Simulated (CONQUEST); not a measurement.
# Checks by hand on Se (P3_121, 6 atoms in the cell; from Materials Project mp-14, lattice scaled a little)

```
Se
1.0
    4.50797     0.00000     0.00000
    0.00000     7.80804     0.00000
    0.00000     0.00000     4.98229
Se
6
Direct
  0.21789   0.00000   0.33333
  0.89106   0.10895   0.66667
  0.39105   0.39105   0.00000
  0.71789   0.50000   0.33333
  0.39105   0.60894   0.66667
  0.89106   0.89106   0.00000
```

Computed with PBE, numerical atomic orbitals double-zeta with polarisation (the shipped basis), PseudoDojo norm-conserving potentials made for PBE run with CONQUEST 1.3.

Main settings: basis = DZP; Diag.MPMeshX, Y, Z = 4 2 3; potentials = PseudoDojo norm-conserving PBE; Grid.GridCutoff = 140 Ha; DM.SolutionMethod = diagon; Diag.SmearingType = 1; Diag.kT = 0.000367 Ha; Diag.GammaCentred = true.

The program uses no crystal symmetry, so grid and mesh can part values that symmetry would make equal. The atom-centred basis is finite, which shifts total energies, pressures and forces against plane waves. The structure comes from a collection of computed structures, made at another level of theory; the collection holds predicted forms beside known ones. Its lattice was then scaled.

The lattice vector along x was scaled by 0.99 and 1.01. Diagonal stress (xx, yy, zz; GPa, positive for compression): 2.74, 2.45, 5.04 at 0.99 and 1.64, 1.84, 3.89 at 1.01. Free energies at 0.99, 1 and 1.01: -19791.3432, -19791.3700, -19791.3910 eV; V = 175.37 Å³.

Estimate the stress-strain coefficients for strain along x.

With compression positive, C = −Δσ/Δε and Δε = 0.02: xx–xx: −(1.64 − (2.74))/0.02 = 55 GPa; yy–xx: −(1.84 − (2.45))/0.02 = 31 GPa; zz–xx: −(3.89 − (5.04))/0.02 = 57 GPa. From the energies, (F₊ + F₋ − 2F₀)/(V ε²) = 0.0058 eV/(175.37 Å³ × 10⁻⁴) × 160.218 = 53 GPa for the first kind of constant. They agree to within 4 %. These are clamped-ion values at the base cell's own pressure; letting the atoms relax lowers them where positions are free.

Atom 4 (Se, mass 78.97 u) was moved by −0.04 and +0.04 Å along z. The force on it along z was 0.397 and -0.397 eV/Å, and the free energy of the cell changed by 7.65 and 7.64 meV.

Find the force constant in two ways and the frequency of this atom against fixed neighbours.

From the forces, k = −(F₊ − F₋)/(2u) = −(-0.397 − (0.397))/0.080 = 9.93 eV/Å². From the energies, k = (ΔE₊ + ΔE₋)/u² = 0.01529 eV/(0.04 Å)² = 9.56 eV/Å². They agree to within 4 %. With ν = 15.633 THz × √(k/m) for k in eV/Å² and m in u, ν = 5.5 THz (185 cm⁻¹). All periodic images move together and the other atoms are held, so this is no normal mode of the crystal.
